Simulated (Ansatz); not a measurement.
Cell and atoms are relaxed with the symmetry kept. Start:

```xyz
6
Lattice="0.0000 3.4350 3.4350 3.4350 0.0000 3.4350 3.4350 3.4350 0.0000" Properties=species:S:1:pos:R:3 pbc="T T T"
Zr    0.0000    0.0000    0.0000
Cu    5.1525    5.1525    5.1525
Cu    4.2938    2.5762    4.2938
Cu    4.2938    4.2938    2.5762
Cu    2.5762    2.5762    2.5762
Cu    2.5762    4.2938    4.2938
```

Computed with DFT PBEsol, scalar-relativistic, plane waves, PAW (Ansatz 0.2.0).

Settings: cutoff 420 eV, Γ-centred mesh 10×10×10 on the computed 6-atom cell, Gaussian smearing of 0.10 eV; no spin polarisation.

Task: What does it relax to?

Result: The volume decreases by 0.48 Å³/atom to 13.03 Å³/atom, and the energy falls by 8.8 meV/atom. Final structure:
```
Zr Cu
1.0
     0.00000    3.39403    3.39403
     3.39403    0.00000    3.39403
     3.39403    3.39403    0.00000
Zr Cu
1 5
Direct
  0.00000 0.00000 0.00000
  0.75000 0.75000 0.75000
  0.37576 0.87273 0.37576
  0.37576 0.37576 0.87273
  0.37576 0.37576 0.37576
  0.87273 0.37576 0.37576
```

Course of the relaxation (steps run on the plane waves of an earlier cell, and the basis is chosen afresh near the end, so energy and pressure can step there; trial steps that raised the energy were taken back; energies are free energies):

```csv
step,E − E_final (meV/atom),largest force component (eV/Å),P (GPa),V (Å³/atom)
1,8.8,0.142,-5.20,13.51
2,0.4,0.094,-1.11,13.13
3,-0.2,0.022,0.15,13.02
4,-0.3,0.004,0.03,13.03
5,0.0,0.004,0.04,13.03
```